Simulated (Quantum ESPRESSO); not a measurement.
# Planted mistakes on one cell of Al3SiO5N

Calculated results; nothing here was measured. They come from pw.x of Quantum ESPRESSO 7.5, a plane-wave density functional program, with PseudoDojo standard norm-conserving files (v0.5 for PBE, v0.4.1 for LDA and PBEsol). The cells are made up: elements, strain and atom displacements were drawn at random, and nothing was relaxed. There is no spin polarisation, spin-orbit coupling or dispersion term.

The cell has 10 sites of a corundum lattice. Sites 1 to 4 hold Al Al Al Si; sites 5 to 10 hold O O O O N O. Cell vectors in Å: (2.351, 1.357, 4.275); (-2.351, 1.357, 4.275); (0.000, -2.715, 4.275). Settings: PBE, cutoff 1143 eV, 6 x 6 x 6 k mesh shifted by half a step, Fermi-Dirac smearing of 0.025 eV.

The intended run has a self-consistency threshold of 1e-07 eV, a smearing term of 0.000 eV, a pressure of 20.88 GPa and 12 iterations. Each further run changes one thing: all lengths scaled by 0.9843; atoms of sites 8 and 9 exchanged; cutoff 700 eV; files of PBEsol; k mesh 2 x 2 x 2; one electron added; smearing 0.4 eV; threshold 0.04 eV. A coarse mesh keeps the shift, and a charged cell sits in a uniform background.

| run | change of free energy (eV) | smearing term -TS (eV) | change of P (GPa) | largest change of a force component (eV/Å) | iterations |
| --- | --- | --- | --- | --- | --- |
| A | -0.017 | -0.089 | 0.37 | 0.099 | 11 |
| B | -0.027 | 0.000 | 0.05 | 2.938 | 12 |
| C | 0.013 | 0.000 | 4.96 | 0.099 | 5 |
| D | 6.714 | 0.000 | -5.75 | 0.137 | 12 |
| E | 2.784 | 0.000 | -28.41 | 0.035 | 12 |
| F | 0.678 | 0.000 | 16.10 | 0.564 | 12 |
| G | 0.014 | 0.000 | -0.03 | 0.052 | 12 |
| H | 14.980 | -0.007 | 46.70 | 4.645 | 12 |

A rerun of the intended cell at 1437 eV and k mesh 8 x 8 x 8 moved values by no more than 0.003 eV in the cell's energy, 0.02 GPa in stress and 0.002 eV/Å in force.

Question: which change belongs to which run?

## Worked reading

Run C has the fewest iterations, as a run stopped early does. Run A has the largest smearing term, as wide smearing gives. Run E has a higher energy and the largest fall in pressure, as too small a basis gives. Run F changes the volume by a factor of 0.9536; minus its pressure change over the logarithm of that factor, 339 GPa, is a rough bulk modulus with clamped atoms. Energies from files of another functional, or of a charged cell, have another zero and say nothing on stability; the pressure of a charged cell rests on the program's zero of potential too.

## Key

```
run                            change
  A                   smearing 0.4 eV
  B  atoms of sites 8 and 9 exchanged
  C                 threshold 0.04 eV
  D                   files of PBEsol
  E                     cutoff 700 eV
  F      all lengths scaled by 0.9843
  G                  k mesh 2 x 2 x 2
  H                one electron added
```